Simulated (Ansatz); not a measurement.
# BaCuAg₂Se₄ in Ansatz, settings compared

Run with:

```bash
ansatz run input.yaml --threads 1 --pin off --max-ram 2560MiB --backend cpu --events-out ev --progress --plain --runs-dir out
```

Input:

```yaml
crystal:
  lattice:
    - [-3.492613, 3.6811, 4.092484]
    - [3.492613, -3.6811, 4.092484]
    - [3.492613, 3.6811, -4.092484]
  atoms:
    - { symbol: Ba, position: [0.0, 0.0, 0.0] }
    - { symbol: Cu, position: [0.5, 0.5, 0.0] }
    - { symbol: Ag, position: [0.69269, 0.19269, 0.5] }
    - { symbol: Ag, position: [0.30731, 0.80731, 0.5] }
    - { symbol: Se, position: [0.52386, 0.53313, 0.40103] }
    - { symbol: Se, position: [0.1321, 0.12283, 0.59897] }
    - { symbol: Se, position: [0.47614, 0.87717, 0.00927] }
    - { symbol: Se, position: [0.8679, 0.46687, 0.99073] }
kpoints:
  mp_grid: { grid: [4, 4, 4], shift: [0, 0, 0] }
magnetization:
  spin_polarized: true
scf:
  occupations: { method: fermi_dirac }
hamiltonian:
  pseudopotentials: { kind: paw }
  xc: pbesol
  hubbard:
    projectors: all-electron-ortho-atomic
    sites: [{ species: Cu, l: d, u_eff: 4.29 }]
    double_counting: amf
basis:
  ecutwfc: 420
output:
  forces: true
  stress: true
  eigenvalues: true
```

Origin of the cell: a known structure type with other elements, at an estimated volume, so it need not be a known compound.

The smearing width isn't typed, so it takes its default of 0.1 eV.

Output of this run (shortened):

```
SCF iter   1: F=—  HF=-49199.313149 eV  Δρ=2.23e-2  dr2=8.98e0  dr2_m=0.00e0  M=0.000 μB ∫|m|=0.000 μB  defer=18
SCF iter   2: F=—  HF=-49198.246131 eV  Δρ=1.55e-2  dr2=5.33e0  dr2_m=0.00e0  M=0.000 μB ∫|m|=0.000 μB  defer=81
SCF iter   3: F=—  HF=-49198.351406 eV  Δρ=6.44e-2  dr2=3.17e1  dr2_m=0.00e0  M=0.000 μB ∫|m|=0.000 μB  defer=85  recentre
SCF iter   4: F=—  HF=-49197.280392 eV  Δρ=1.00e-2  dr2=2.51e0  dr2_m=0.00e0  M=0.000 μB ∫|m|=0.000 μB  defer=79
SCF iter   5: F=—  HF=-49195.050788 eV  Δρ=3.17e-2  dr2=9.81e-1  dr2_m=1.18e0  M=3.302 μB ∫|m|=3.368 μB  defer=81
[… 11 lines left out …]
SCF iter  17: F=—  HF=-49196.261206 eV  Δρ=5.51e-5  dr2=3.45e-5  dr2_m=0.00e0  M=0.000 μB ∫|m|=0.000 μB  defer=68
SCF iter  18: F=—  HF=-49196.261207 eV  Δρ=2.82e-5  dr2=4.93e-6  dr2_m=0.00e0  M=0.000 μB ∫|m|=0.000 μB  defer=68
SCF iter  19: F=—  HF=-49196.261208 eV  Δρ=8.46e-6  dr2=8.27e-7  dr2_m=0.00e0  M=0.000 μB ∫|m|=0.000 μB  defer=68
SCF iter  20: F=—  HF=-49196.261208 eV  Δρ=2.86e-6  dr2=1.56e-7  dr2_m=0.00e0  M=0.000 μB ∫|m|=0.000 μB  defer=68
SCF iter  21: F=-49196.261208 eV  HF=-49196.261208 eV  Δρ=1.23e-6  dr2=4.09e-8  dr2_m=0.00e0  M=0.000 μB ∫|m|=0.000 μB
SCF 1 converged in 21 iterations: F = -49196.261208 eV  dr2 = 4.09e-8
SCF converged after 21 iterations
Magnetization: 0.0000 μB (65.5000 up, 65.5000 down)
Absolute magnetization: 0.0000 μB (∫|ρ↑−ρ↓|)
Spin contamination: 0.0000 ħ² per cell (⟨S²⟩ above its minimum at these occupations)
Per-site moments (μB) at R_I (Å): [(0.0, 1.382793), (0.0, 1.020104), (0.0, 1.039486), (0.0, 1.039486), (0.0, 1.020104), (0.0, 1.020104), (0.0, 1.020104), (0.0, 1.020104)]
Free energy (F): -49196.261208 eV
Harris-Foulkes:  -49196.261208 eV  (|F-HF|=3.32e-8)
Internal energy: -49196.022784 eV  (E = F + TS)
E sigma→0 (E₀):  -49196.141996 eV
Entropy (-TS):   -0.238424 eV (-29.803 meV/atom)
Fermi energy:    8.020796 eV
--- Per-component energies (eV) ---
  E_band       = -2852.584831
  E_kinetic    = 1988.625460
  E_local      = -23240.650833  (includes V_loc(G=0)·N_el)
  E_nonlocal   = -1749.663742
  E_hartree    = 10849.122133
  E_xc         = -1030.383092
  E_vxc        = -1103.886023  (∫ρ·V_xc dr)
  E_hubbard    = -0.015414  (on-site DFT+U / exact-exchange correction)
  E_vhub       = -0.030827  (the Hubbard potential's part of the band-sum identity)
  E_paw        = -21911.605117  (= ΣΔE_a)
  E_vpaw       = -445.224605  (= ΣTr[D̂ρ^β])
  E_aug_tail   = -0.001533  (compensation charges beyond the density's cutoff)
  E_ewald      = -14106.487562
  E_core_change = 5.036915  (= ΣΔE_core)
[… 9 lines left out …]
  atom   5  Se    -0.509486    -0.204751     0.343433
  atom   6  Se     0.509486     0.204751     0.343433
  atom   7  Se    -0.509486     0.204751    -0.343433
  atom   8  Se     0.509486    -0.204751    -0.343433
  max |Σ_I F_I| component: 5.55e-17 eV/Å
--- Stress (GPa, compression-positive) ---
       -3.479394       0.000000       0.000000
        0.000000      -4.681527       0.000000
        0.000000       0.000000      -3.966045
  P = ⅓ Tr σ = -4.0423 GPa (-40.423 kbar)
Occupation matrices written to <dir>
```

The same input was run again with these changes:

1. `hamiltonian.hubbard` { projectors: all-electron-ortho-atomic, sites: [{ species: Cu, l: d, u_eff: 4.29 }], double_counting: amf } → { sites: [{ species: Cu, l: d, u_eff: 2.0 }], double_counting: fll }; `hamiltonian.dispersion` default → d3bj; `scf.lower_state_search` default → light
2. `basis.ecutrho_ratio` default → 6; `scf.initial_density.chi_scale` default → 0.3; `basis.ecutwfc` 420 → "200 eV"
3. `scf.lower_state_search` default → light
4. `scf.occupations` misspelt as occupation; `scf.max_iter` default → 60

```json
{"run": "base", "end": "converged", "SCF iterations": "21", "P (GPa)": "-4.04", "max force component (eV/Å)": "0.509", "moment (μB)": "0.00", "ΔE(σ→0) (meV/atom)": "0"}
{"run": "1", "end": "converged", "SCF iterations": "19", "P (GPa)": "-6.07", "max force component (eV/Å)": "0.475", "moment (μB)": "0.00", "ΔE(σ→0) (meV/atom)": "–"}
{"run": "2", "end": "converged", "SCF iterations": "20", "P (GPa)": "-2.98", "max force component (eV/Å)": "0.541", "moment (μB)": "0.00", "ΔE(σ→0) (meV/atom)": "6024.73"}
{"run": "3", "end": "converged", "SCF iterations": "21", "P (GPa)": "-4.04", "max force component (eV/Å)": "0.509", "moment (μB)": "0.00", "ΔE(σ→0) (meV/atom)": "0.00"}
{"run": "4", "end": "input refused", "SCF iterations": "0", "P (GPa)": "–", "max force component (eV/Å)": "–", "moment (μB)": "–", "ΔE(σ→0) (meV/atom)": "–"}
```

Energies are compared only where functional, datasets, charge and starting cell are the same.

Not properties of the system: run 2 (too coarse or loose: `basis.ecutwfc` = "200 eV").

Caveats of the base run: no moments, though an odd count or open d shells may carry them; spin is on but no moment was typed; the k mesh is coarse if the cell is a metal.

Run 2: the cutoff lies below the datasets' advice.

The base run took 54 s on 1 thread of INTEL(R) XEON(R) PLATINUM 8581C CPU @ 2.10GHz (Emerald Rapids) (shared host), peak memory 0.94 GiB, from the program's own first density.
